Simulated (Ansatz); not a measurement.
Consider the following.

As (A7 type, space group R-3m)

```
CELL_PARAMETERS angstrom
      1.87270     1.08120     3.25149
     -1.87270     1.08120     3.25149
      0.00000    -2.16240     3.25149
ATOMIC_POSITIONS crystal
  As 0.23274 0.23274 0.23274
  As 0.76726 0.76726 0.76726
```

In each cell atom 2 (As, nearest neighbour As at 2.517 Å; its periodic images, 3.7 Å or more away, move with it) moves by s·(0.707, 0.707, 0.000) (along Cartesian [110]), the rest being held.

All values below come from PBEsol-D3(BJ) (plane waves to 420 eV, PAW, scalar-relativistic; Ansatz, a quantum-chemistry and plane-wave program). k mesh 12×12×12 (Γ-centred), Fermi-Dirac smearing 0.05 eV. The energy includes the smearing's −TS. With partly filled bands, energies and forces of such displacements shift with the k mesh and the smearing. As was relaxed with its symmetry unable to fall. The zero of ΔE is the undisplaced structure.

The scan covers s from -0.250 to 0.250 Å in 11 points.

Q: Is this a single well or a double well?

A: A single well with its minimum at or next to zero displacement.

Q: Is the energy the same for displacements of ±0.250 Å, and if not, which side lies higher?

A: Not even: the negative side lies higher at ±0.250 Å. With its periodic images moving along, the atom's site symmetry in this cell is 3m.

Q: What force acts on the atom along the line at s = -0.250 Å?

A: 1.15 eV/Å.

Q: What is the force constant k = d²E/ds² of this move at s = 0?

A: 3.28 eV/Å².

(A displaced cell: forces are minus the slopes of the energy, force constants its curvatures, and phonons follow from these.)
